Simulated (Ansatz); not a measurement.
Sn(SbTe₂)₂ (space group R-3m)

```xyz
7
Lattice="2.1467 1.2394 13.4198 -2.1467 1.2394 13.4198 0.0000 -2.4788 13.4198" Properties=species:S:1:pos:R:3 pbc="T T T"
Sn     0.0000     0.0000     0.0000
Sb     0.0000     0.0000    23.0510
Sb     0.0000     0.0000    17.2086
Te     0.0000     0.0000    34.8065
Te     0.0000     0.0000     5.4531
Te     0.0000     0.0000    28.6944
Te     0.0000     0.0000    11.5651
```

The slice is a (0001) plane (indices of the conventional cell) through the point (0.573, 0.573, 0.573) (fractional), spanned by u = [1 0 -1] and v = [-1 2 -1] in vectors of this cell: u (4.29 Å) and v (7.44 Å, at 90° to u). It covers one period; positions are fractions (u, v).

Level of theory: LDA (plane waves to 420 eV, PAW, scalar-relativistic; Ansatz, a quantum-chemistry and plane-wave program). k mesh 9×9×9. These are valence fields of a PAW run, semicore shells included where kept as valence: close to a nucleus they are smooth pseudo fields. Sn(SbTe2)2 was relaxed with its symmetry unable to fall. Spin-orbit coupling is left out, though Sb and Te are heavy.

Task: Sketch the electron localisation function (ELF) on this plane as a map.

Result: 
```
v \ u  0.00  0.11  0.22  0.33  0.44  0.56  0.67  0.78  0.89
-----  ----  ----  ----  ----  ----  ----  ----  ----  ----
0.94      x  0.22  0.39  0.28  0.09  0.09  0.28  0.39  0.22
0.84   0.41  0.41  0.28  0.12  0.11  0.11  0.12  0.28  0.41
0.75   0.27  0.21  0.11  0.09  0.12  0.12  0.09  0.11  0.21
0.66   0.31  0.27  0.26  0.39  0.40  0.40  0.39  0.26  0.27
0.56   0.18  0.24  0.43  0.36  0.08  0.08  0.36  0.43  0.24
0.47   0.08  0.17  0.40  0.31     x     x  0.31  0.40  0.17
0.38   0.11  0.12  0.27  0.40  0.38  0.38  0.40  0.27  0.12
0.28   0.11  0.09  0.08  0.17  0.29  0.29  0.17  0.08  0.09
0.19   0.35  0.30  0.20  0.20  0.29  0.29  0.20  0.20  0.30
0.09   0.26  0.36  0.41  0.32  0.24  0.24  0.32  0.41  0.36
0.00      x     x  0.38  0.35  0.11  0.11  0.35  0.38     x
```

Values: electron localisation function (ELF). Points within 0.5 Å of a nucleus are blanked (x), as the pseudised field means little there.
